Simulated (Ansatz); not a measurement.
SnO$_{2}$, DFT, LDA, all-electron PAW with datasets made for the crystal, scalar-relativistic (Ansatz 0.2.0), run on 2 threads of Arm Neoverse V1 on a shared host.

The structure is an experimental refinement, used without relaxation. The listed cell was then made from it by scaling, straining or moving an atom.

Command: `ansatz run input.yaml --threads 2 --pin off --max-ram 8192MiB --backend cpu --events-out ev --progress --plain --runs-dir out`

```yaml
crystal:
  lattice:
    - [4.7055547467, 0.0, 0.0]
    - [0.0, 4.7055547467, 0.0]
    - [0.0, 0.0, 3.1650141207]
  atoms:
    - { symbol: Sn, position: [0.0, 0.0, 0.0] }
    - { symbol: Sn, position: [0.5, 0.5, 0.5] }
    - { symbol: O, position: [0.30562, 0.30562, 0.0] }
    - { symbol: O, position: [0.19438, 0.80562, 0.5] }
    - { symbol: O, position: [0.69438, 0.69438, 0.0] }
    - { symbol: O, position: [0.80562, 0.19438, 0.5] }
kpoints:
  mp_grid: { grid: [4, 4, 6] }
scf:
  occupations: { method: fermi_dirac, width: 0.03 }
hamiltonian:
  xc: lda
  pseudopotentials: { kind: all_electron, datasets: crystal }
output:
  forces: true
  stress: true
  eigenvalues: true
  efg: { contact_densities: true }
```

Q: How large is the problem that the program sets up?

A: 24 irreducible k-points, 1575 plane waves at Γ, 32 bands.

Q: About how long does it take, and how much memory does it use?

A: 9.6 s of wall time for 8 SCF iterations, with a peak of 0.8 GiB. Times on shared machines scatter by tens of per cent.

Q: And the same cell and mesh by PAW with the default files, asked for forces, stress, eigenvalues, efg, write_density, write_potential, elf, on the same hardware?

A: 3 s, peak memory 0.4 GiB.
